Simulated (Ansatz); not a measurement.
The relaxed structure here is a generated cell of WSe2: the first start was made by placing the elements on the sites of a structure type, and the end was not matched to a known phase here, so it may be hypothetical. Known forms of WSe2 include space group No. 194.

The end point of a relaxation of WSe2. Space group P2₁/c (No. 14), AFLOW prototype A2B_mP12_14_2e_e (C43, as in ZrO2). Method: r2SCAN (plane waves to 500 eV, PAW, scalar-relativistic; Ansatz, a first-principles code).

Space group P2₁/c (No. 14); a = 6.249 Å, b = 6.254 Å, c = 6.431 Å, α = γ = 90.00°, β = 100.08°

| atom | site | symmetry | x | y | z |
|---|---|---|---|---|---|
| W | 4e | 1 | 0.2759 | 0.0499 | 0.1993 |
| Se | 4e | 1 | 0.0812 | 0.3484 | 0.3407 |
| Se | 4e | 1 | 0.5528 | 0.2625 | 0.0046 |

```json
{
  "volume_per_atom": "20.62 Å³",
  "band_gap": "no gap on the sampled points, where the bands overlap only slightly; such a result is sensitive to mesh and level",
  "shortest_distances": "Se–W 2.49 Å; Se–Se 3.03 Å",
  "k-mesh": "6×6×6"
}
```

Band energies at high-symmetry points (eV from the Fermi level; labels of this space group; no spin-orbit coupling), from −5 eV up to 4.5 eV:

```csv
point,energies
Γ,-4.62 -3.96 -3.93 -3.65 -3.55 -3.38 -3.32 -2.65 -2.55 -1.80 -1.55 -1.02 -1.01 -0.89 -0.72 -0.66 -0.38 0.26 0.27 0.72 1.20 1.24 1.37 1.75 1.88 2.29 2.43 2.87 3.37 3.40 3.70 3.73 4.07
Z,-4.60 -4.60 -4.12 -4.12 -3.59 -3.59 -3.01 -3.01 -2.85 -2.85 -2.22 -2.22 -1.81 -1.81 -0.67 -0.67 -0.12 -0.12 0.10 0.10 0.69 0.69 1.44 1.44 1.71 1.71 2.12 2.12 2.71 2.71 3.43 3.43 4.19 4.19
D,-4.99 -4.99 -4.75 -4.75 -4.59 -4.59 -4.01 -4.01 -3.41 -3.41 -2.72 -2.72 -2.52 -2.52 -1.97 -1.97 -0.70 -0.70 -0.69 -0.69 0.38 0.38 0.88 0.88 0.99 0.99 1.49 1.49 2.08 2.08 3.35 3.35 3.66 3.66 4.27 4.27
B,-4.96 -4.96 -4.42 -4.42 -4.14 -4.14 -4.03 -4.03 -3.35 -3.35 -2.74 -2.74 -2.42 -2.42 -1.58 -1.58 -0.68 -0.68 -0.12 -0.12 0.30 0.30 0.66 0.66 1.08 1.08 2.07 2.07 2.40 2.40 2.80 2.80 3.21 3.21 4.27 4.27
A,-4.30 -4.30 -4.19 -4.19 -3.71 -3.71 -3.28 -3.28 -2.93 -2.93 -2.33 -2.33 -1.91 -1.91 -0.90 -0.90 0.01 0.01 0.34 0.34 0.58 0.58 1.03 1.03 1.76 1.76 2.10 2.10 2.56 2.56 3.38 3.38
E,-4.60 -4.60 -4.59 -4.59 -4.36 -4.36 -4.22 -4.22 -3.56 -3.56 -2.94 -2.94 -2.85 -2.85 -2.43 -2.43 -0.58 -0.58 -0.49 -0.49 0.24 0.24 0.36 0.36 1.25 1.25 1.59 1.59 2.34 2.34 2.94 2.94 3.99 3.99
C2,-4.79 -4.79 -4.58 -4.58 -4.01 -4.01 -3.76 -3.76 -3.34 -3.34 -3.06 -3.06 -2.27 -2.27 -2.21 -2.21 -0.46 -0.46 -0.07 -0.07 0.17 0.17 0.55 0.55 0.79 0.79 2.07 2.07 2.54 2.54 2.86 2.86 3.53 3.53 4.25 4.25
Y2,-4.68 -4.28 -4.27 -4.14 -3.64 -3.34 -3.13 -3.00 -2.71 -2.42 -2.01 -2.00 -1.90 -1.47 -1.15 -0.52 -0.44 -0.34 0.26 0.41 0.53 0.71 1.20 1.29 1.66 2.02 2.27 2.49 2.64 3.29 3.50 3.86 4.10 4.27 4.38
```

No spin polarisation in the result. Spin-orbit coupling is missing; with elements this heavy it can move band edges by tenths of an eV or more.

The run could not lose the symmetry of its start: the end is stationary, and may be a saddle point rather than a minimum.
